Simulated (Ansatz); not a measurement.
# Notes on Mo3As4

```
Mo As
1.0
     4.59402    2.65235    3.51249
    -4.59402    2.65235    3.51249
     0.00000   -5.30471    3.51249
Mo As
6 8
Direct
  0.95521 0.25991 0.08152
  0.08152 0.95521 0.25991
  0.25991 0.08152 0.95521
  0.04479 0.74009 0.91848
  0.91848 0.04479 0.74009
  0.74009 0.91848 0.04479
  0.29112 0.29112 0.29112
  0.70888 0.70888 0.70888
  0.87742 0.61856 0.24499
  0.24499 0.87742 0.61856
  0.61856 0.24499 0.87742
  0.12258 0.38144 0.75501
  0.75501 0.12258 0.38144
  0.38144 0.75501 0.12258
```

The numbers come from plane-wave PAW DFT (Ansatz): LDA, no spin polarisation, 420 eV, 5×5×5 Γ-centred k points, fermi-dirac occupations (width 0.0202 eV). Nothing was relaxed.

- Charges: Bader charges in e: Mo +0.42, As -0.34 to -0.23. In the mean Mo gives up most and As takes most.
- Forces: The largest is on Mo1 (and as large on other atoms): 6.56 eV/Å, components (-5.55, 0.89, 3.38). It makes 140° with the line to a nearest neighbour, Mo2 at 2.44 Å, pointing away from it.
- At the Fermi level: It is a metal, with about 10 states/eV a cell as the mean within 0.25 eV of the Fermi level, mostly As p (51 %) and Mo d (41 %).
- Formation energy: 0.32 eV an atom against the elements' usual phases (free molecules for gases, crystals otherwise, with no correction for O₂ or N₂), so at this geometry it isn't bound against them. Relaxing would lower it.

Origin: a known structure type with other elements, at an estimated volume, so it need not be a known compound. Caveats: many states at the Fermi level without spin polarisation, so a magnetic state may lie lower; atoms or cell far from equilibrium.
